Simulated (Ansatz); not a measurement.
# Sn2Ir under pressure

Theory: DFT LDA, scalar-relativistic, plane waves, PAW in Ansatz. Plane waves to 420 eV; Γ-centred k mesh 12×12×12; Fermi-Dirac smearing of 0.15 eV. No spin polarisation. Phonons by linear response, acoustic sum rule imposed.

The cell, relaxed at this level:
```
Sn Ir
1.0
     0.00000    3.15293    3.15293
     3.15293    0.00000    3.15293
     3.15293    3.15293    0.00000
Sn Ir
2 1
Direct
  0.25000 0.25000 0.25000
  0.75000 0.75000 0.75000
  0.00000 0.00000 0.00000
```

In a metal, frequencies and elastic constants depend on the k mesh and the smearing, soft modes and shear constants most. Spin–orbit coupling is left out, which matters for heavy elements.

Q: The cell is relaxed again at 2 and 6 GPa. How do volume, gap and optical modes at Γ (cm⁻¹, counted from the lowest optical one; a degenerate one stands once) change?

A:
```tsv
	0 GPa	2 GPa	6 GPa
V/V0	1.000	0.986	0.960
gap (eV)	0.00	0.00	0.00
mode 1	147	153	163
mode 4	151	156	165
```